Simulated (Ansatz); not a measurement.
Method: PBE, no spin polarisation; PAW, plane waves to 420 eV, 7×7×7 Γ-centred mesh, fermi-dirac occupations (width 0.1 eV) (Ansatz 0.2.0), atoms fixed.

Computed maps in the lattice plane spanned by b (left to right, 5.87 Å, 18 points from zero) and c (bottom to top, 5.87 Å, 18 points from zero), 60° apart, at height 0.250 along a. The fields are smooth PAW ones with compensation charges, not the true ones near nuclei.

Valence density. Digits on a logarithmic scale: 0 up to 0.03 e/Å³, each further digit a factor of 1.6, 9 from 1.3 e/Å³ up:
```
566654333346665555
678986432357998655
579999643358999865
569999854347999985
457999975446899996
445799975555689996
433567765555567876
433345554555544554
455544333455543333
567776422345554323
578998642356775433
579889864357998643
479857986457999964
468975897446999985
446898897535799996
434689987533579986
433467776533456776
544444555444445565
```

ELF. Ten even steps from '0' (0.00) to '9' (0.88):
```
147741000026762111
269997200148998411
279889720048988841
159737951027954882
128966971114985896
214899972121499997
100478862132147886
000013531133212442
135410010111110010
389996100012211000
599999820136775200
599537981058999720
299300796038967971
069700399117963894
118973599404897897
201899999500489997
100169998300125764
112102553101211221
```

**Question.** The cell is Ba2RuWO6. Which atoms lie within 0.2 Å of this plane, and where (fractions of b and c)?

**Answer.** Ba at (0.25, 0.25), O at (0.77, 0.23), O at (0.77, 0.77), O at (0.23, 0.77). The whole cell:
```xyz
10
Lattice="0.0000 4.1523 4.1523 4.1523 0.0000 4.1523 4.1523 4.1523 0.0000" Properties=species:S:1:pos:R:3 pbc="T T T"
Ba    2.0762    2.0762    2.0762
Ba    6.2285    6.2285    6.2285
W     0.0000    0.0000    0.0000
O     1.9250    4.1523    4.1523
O     4.1523    1.9250    4.1523
O     6.3796    4.1523    4.1523
O     4.1523    6.3796    4.1523
O     4.1523    4.1523    1.9250
O     4.1523    4.1523    6.3796
Ru    4.1523    4.1523    4.1523
```

Origin: a known structure type with other elements, at an estimated volume, so it need not be a known compound.
